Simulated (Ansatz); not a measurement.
A surface is cut from this relaxed crystal of Co:

```cif
data_structure
_symmetry_space_group_name_H-M 'P6_3/mmc'
_symmetry_Int_Tables_number 194
_cell_length_a 2.4564
_cell_length_b 2.4564
_cell_length_c 3.9694
_cell_angle_alpha 90.000
_cell_angle_beta 90.000
_cell_angle_gamma 120.000
_cell_volume 20.74
loop_
_atom_site_label
_atom_site_type_symbol
_atom_site_symmetry_multiplicity
_atom_site_Wyckoff_symbol
_atom_site_fract_x
_atom_site_fract_y
_atom_site_fract_z
_atom_site_occupancy
Co1 Co 2 c 0.33333 0.66667 0.25000 1
```

Miller indices refer to the conventional cell of P6_3/mmc (No. 194), a = 2.456 Å, b = 2.456 Å, c = 3.969 Å, α = 90.00°, β = 90.00°, γ = 120.00°.

The (001) slab of 5 planes, 7.9 Å thick with 15 Å of vacuum as cut; outer planes Co (top) and Co (bottom).

All numbers below come from Ansatz, DFT PBEsol, scalar-relativistic, plane waves, PAW. Cutoff 420 eV; k points 15×15×1 on the computed 5-atom cell (Γ-centred); Gaussian smearing, width 0.10 eV; collinear spin from starting moments 1.8 1.8 1.8 1.8 1.8 μB. The cell repeats along c with a dipole correction in the vacuum.

With the atoms at the bulk's places:

```json
{
 "Surface energy (mean of both faces)": "2.59 J/m²",
 "Work function": "5.16 eV",
 "Sequence of site moments over 0.05 μB in size, bottom to top": "Co 1.78, Co 1.71, Co 1.65, Co 1.71, Co 1.78 μB"
}
```

(1) What changes when all atoms relax within this surface cell and its symmetry?

## Answers

(1) The energy falls by 0.029 J/m² a face, and the largest move is 0.03 Å.

```
Surface energy (mean of both faces)                          : 2.56 J/m²
Work function                                                : 5.13 eV
Sequence of site moments over 0.05 μB in size, bottom to top : Co 1.77, Co 1.70, Co 1.66, Co 1.70, Co 1.77 μB
```

```tsv
plane (bottom to top)	atoms	spacing to next, bulk (Å)	relaxed (Å)	change (%)
1	Co	1.985	1.933	-2.6
2	Co	1.985	2.002	+0.9
3	Co	1.985	2.002	+0.9
4	Co	1.985	1.933	-2.6
5	Co
```